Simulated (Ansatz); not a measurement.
# Sensitivity of the gradients in MgO with Na replacing Mg to the input

Cell: a supercell of MgO (rock salt type, Fm-3m) built from a refined structure from the COD (the entry's cell lengths or inner coordinates differ somewhat from later room-temperature determinations), with all atoms left at the host's positions.

Space group Fm-3m (No. 225); a = 12.6510 Å.

| site | Wyckoff | site symmetry | x | y | z |
| --- | --- | --- | --- | --- | --- |
| Na | 4a | m-3m | 0.0000 | 0.0000 | 0.0000 |
| Mg2 | 48h | m.m2 | 0.1667 | 0.1667 | 0.0000 |
| Mg5 | 32f | .3m | 0.3333 | 0.1667 | 0.1667 |
| Mg15 | 24e | 4m.m | 0.5000 | 0.5000 | 0.3333 |
| O28 | 32f | .3m | 0.1667 | 0.1667 | 0.1667 |
| O30 | 24e | 4m.m | 0.5000 | 0.5000 | 0.1667 |
| O32 | 48i | m.m2 | 0.5000 | 0.3333 | 0.3333 |
| O41 | 4b | m-3m | 0.5000 | 0.5000 | 0.5000 |

One atom of each set is listed; the run and its k-mesh use a cell of 54 atoms with edges of 8.95, 8.95, 8.95 Å.

Reference run. Method: Kohn–Sham DFT in Ansatz, PBE, plane waves and PAW, scalar-relativistic, 420 eV cutoff, Γ-centred 3×3×3 k-points, Fermi–Dirac smearing 0.01 eV, cell charge -1.

**Question.** The input is changed as follows: `hamiltonian.xc`: pbe → rpbe; `basis.ecutwfc`: not typed → 300 eV. What happens to V_zz (10²¹ V/m²) and η?

**Answer.** 

```json
{"site": "Na", "V_zz reference": "0.00", "η reference": "–", "V_zz changed": "0.00", "η changed": "–"}
{"site": "Mg2", "V_zz reference": "0.25", "η reference": "0.16", "V_zz changed": "0.24", "η changed": "0.21"}
{"site": "Mg15", "V_zz reference": "-0.40", "η reference": "0.00", "V_zz changed": "-0.39", "η changed": "0.00"}
{"site": "O28", "V_zz reference": "-0.35", "η reference": "0.00", "V_zz changed": "-0.33", "η changed": "0.00"}
{"site": "O30", "V_zz reference": "-2.39", "η reference": "0.00", "V_zz changed": "-2.29", "η changed": "0.00"}
{"site": "O32", "V_zz reference": "-0.53", "η reference": "0.06", "V_zz changed": "-0.50", "η changed": "0.06"}
```

The largest change of V_zz is on O30, from -2.39 to -2.29. In per cent, |V_zz| changes by -5 to -4 on O (all sites that start above 0.5). Other sites with |V_zz| of 0.02 or less aren't listed. Its pressure is 10 GPa, against 4 GPa in the reference run. SCF iterations: 7 and 8. New warnings: cutoff below recommended. In the changed run the cutoff of 300 eV lies below the one recommended for these PAW files, yet the gradients stay close to the reference.

On the reference run: The defect repeats with the cell of 54 atoms, so it feels its images: sites between two images don't show the values beside a lone defect, and zeros or small values of η there can come from the images' arrangement. A uniform background compensates the cell's charge. The neighbours have not yet relaxed around the defect (largest force 2.0 eV/Å), so a real crystal will differ.
